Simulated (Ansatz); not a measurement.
C in space group P6_122 (No. 178; C on 6b), PBE in the plane-wave PAW code Ansatz. The conduction-band minimum lies on the Γ–A line, 39 % of the way from Γ, with 2 equivalent valleys. Second derivatives d²E/dk² of the lowest band at one valley (eV·Å²), along Cartesian directions:

| direction | d²E/dk² |
|---|---|
| [100] | 1.577 |
| [010] | 1.574 |
| [001] | 25.40 |
| [110] | 1.574 |
| [101] | 13.49 |
| [011] | 13.49 |

Find the principal effective masses, the density-of-states mass and the conductivity mass.

Off-diagonal terms follow from H_xy = H[110] − (H_xx + H_yy)/2, and m*/mₑ = 7.620 eV·Å² over each eigenvalue: 0.30, 4.8, 4.8. One valley's DOS mass (m₁m₂m₃)^(1/3) = 1.9, conductivity mass 3/(Σ 1/mᵢ) = 0.80 mₑ.

What effective density of states Nc follows at 300 K for parabolic valleys?

Nc = 2.509e19 × 2 × (1.9)^(3/2) ≈ 1.3e20 cm⁻³.

The start of the workflow was typed in or built on a structure type; neither database checked (COD, Materials Project) lists it. It is not the phase usual at ambient conditions (space group No. 194, 227). Symmetry was held in the PBE relaxation; whether a distortion lowers the energy is not shown.

Potentials: the earlier of the program's two PAW sets.

Edges and masses are those of Kohn–Sham bands, whose gap is no quasiparticle gap.
